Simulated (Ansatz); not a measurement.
A geometry of Rh away from equilibrium: step 2 of the relaxation of a randomly generated symmetric cell of Rh (space group No. 49). Calculation: r2SCAN (plane waves to 500 eV, PAW, scalar-relativistic; Ansatz, a first-principles code). Γ-centred k-mesh 11×8×7 on the run's cell (coarser than for final values), Fermi–Dirac smearing 0.05 eV. The plane waves were selected for a different cell earlier on the path.

```yaml
crystal:
  lattice:
    - [2.94781, 0.00000, 0.00000]
    - [0.00000, 4.27002, 0.00000]
    - [0.00000, 0.00000, 4.71756]
  atoms:
    - { symbol: Rh, position: [0.19815, 0.75573, 0.50000] }
    - { symbol: Rh, position: [0.80185, 0.24427, 0.50000] }
    - { symbol: Rh, position: [0.80185, 0.75573, 0.00000] }
    - { symbol: Rh, position: [0.19815, 0.24427, 0.00000] }
```

### Question
Give the Cartesian forces on all atoms (eV/Å).

### Answer
```
atom     Fx     Fy    Fz
----  -----  -----  ----
Rh1    1.35  -0.69  0.00
Rh2   -1.35   0.69  0.00
Rh3   -1.35  -0.69  0.00
Rh4    1.35   0.69  0.00
```

The path ends in I4/mmm (No. 139) (AFLOW prototype A_tI2_139_a (A_a)). No spin polarisation in the result.

The run could not lose the symmetry of its start, so the end can be a saddle point.

The end of the path is a generated cell of Rh: the first start was made by a random draw of sites in a space group, and the end was not matched to a known phase here, so it may be hypothetical. Known forms of Rh include space group No. 225.
